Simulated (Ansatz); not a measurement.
Ru, buckled honeycomb layer, relaxed and computed with two functionals in Ansatz (plane waves, PAW).

```
functional  a (Å)  thickness (Å)
----------  -----  -------------
PBE         3.527           1.07
r²SCAN+D4       ?              ?
```

### Question
Fill in the missing entries.

### Answer

- r²SCAN+D4, a (Å): 3.521
- r²SCAN+D4, thickness (Å): 1.05

Spin orders computed, not proven ground states: Ru, buckled honeycomb layer with PBE ferromagnetic; Ru, buckled honeycomb layer with r²SCAN+D4 ferromagnetic. All cells were relaxed under the symmetry of their starts (and spin orders); stability against distortions was not tested throughout. Spin–orbit coupling is left out wherever it is not named. Constructed layers (a layer type filled with these elements): Ru, buckled honeycomb layer; Ru, buckled honeycomb layer.

Potentials: the later of the program's two PAW sets.

Ansatz (a program for electronic structure) is a plane-wave DFT program.
